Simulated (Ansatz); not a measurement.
A geometry of Sb away from equilibrium: the start of the relaxation of a relaxed Sb cell displaced along its unstable phonon at q = (½, ½, ½) of its primitive reciprocal cell (101i cm⁻¹), largest move 0.15 Å. Computed with PBEsol (plane waves to 420 eV, PAW, scalar-relativistic; Ansatz, an electronic-structure program). Γ-centred k-mesh 11×11×11 on the run's cell (coarser than for final values), Fermi–Dirac smearing 0.05 eV.

```xyz
2
Lattice="6.1187 0.0000 0.0000 3.0594 3.0594 0.0000 3.0594 0.0000 3.0594" Properties=species:S:1:pos:R:3:forces:R:3 pbc="T T T" free_energy=-12816.277 pressure_GPa=2.3
Sb     0.0000     0.0000    -0.1500    0.0000    0.0000    0.5154
Sb     3.0594     0.0000     0.1500    0.0000    0.0000   -0.5154
```

Positions in Å, forces in eV/Å, free energy of the cell in eV (comparable only within this code, potentials and settings). Largest force: 0.52 eV/Å, on Sb1, Sb2 (atoms numbered as listed); the geometry lies 0.01 eV/atom above the end of its relaxation.

No spin polarisation in the result.

The run could not lose the symmetry of its start: the end is stationary, and may be a saddle point rather than a minimum.

The end of the path is a generated cell of Sb: the first start was made by placing the elements on the sites of a structure type, and the end was not matched to a known phase here, so it may be hypothetical. Known forms of Sb include space group No. 166.
